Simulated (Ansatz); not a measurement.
VW (Cmmm); field of 1000 T on the spins.

```xyz
2
Lattice="1.5450 -2.2194 0.0000 1.5450 2.2194 0.0000 0.0000 0.0000 4.2714" Properties=species:S:1:pos:R:3 pbc="T T T"
V     0.0000    0.0000    0.0000
W     1.5450    0.0000    2.1357
```

The geometry is a structure from the Materials Project, held fixed and not relaxed.

Functional, mesh and filling: PBEsol, 11×11×7 k mesh, Fermi–Dirac smearing of 0.03 eV. LAPW is all-electron LAPW in Ansatz 0.2.0. Site moments are integrated in spheres about the atoms. Start moments (μB): V1 0.05, W2 0.05.

Iteration by iteration:

```
iteration  Harris–Foulkes energy less the last (meV)  density residual (eV)  M (μB)  ∫|m| (μB)
        1                                   -539.684                4.0e-01  0.1303     0.1304
        2                                   -132.667                4.5e-01  0.1362     0.1363
        3                                    -32.037                4.0e-02  0.1523     0.1523
        4                                     -4.133                5.1e-02  0.1374     0.1374
        5                                      0.384                7.9e-03  0.1448     0.1448
        6                                     -0.022                2.5e-03  0.1464     0.1465
        7                                      0.098                5.0e-04  0.1495     0.1496
        8                                      0.089                2.9e-04  0.1515     0.1516
        9                                     -0.109                8.5e-04  0.1562     0.1565
       10                                     -0.009                3.8e-05  0.1608     0.1613
       11                                     -0.004                7.8e-06  0.1618     0.1624
       12                                      0.000                1.1e-06  0.1623     0.1630
       13                                      0.000                2.2e-07  0.1625     0.1632
       14                                      0.000                4.3e-08  0.1625     0.1632
       15                                      0.000                3.5e-09  0.1625     0.1632
       16                                      0.000                4.6e-10  0.1625     0.1632
       17                                      0.000                7.9e-11  0.1625     0.1632
```

Site moments (μB): V1 0.11, W2 0.02. Cell moment 0.16 μB.

The Ansatz runs typed with the search for lower states off end where their start leads. Spin–orbit coupling is left out although heavy atoms are present. These are results for the start and cell typed. The real compound can order otherwise, in a larger cell, or not at all, since semilocal functionals at zero temperature often overstate magnetism.
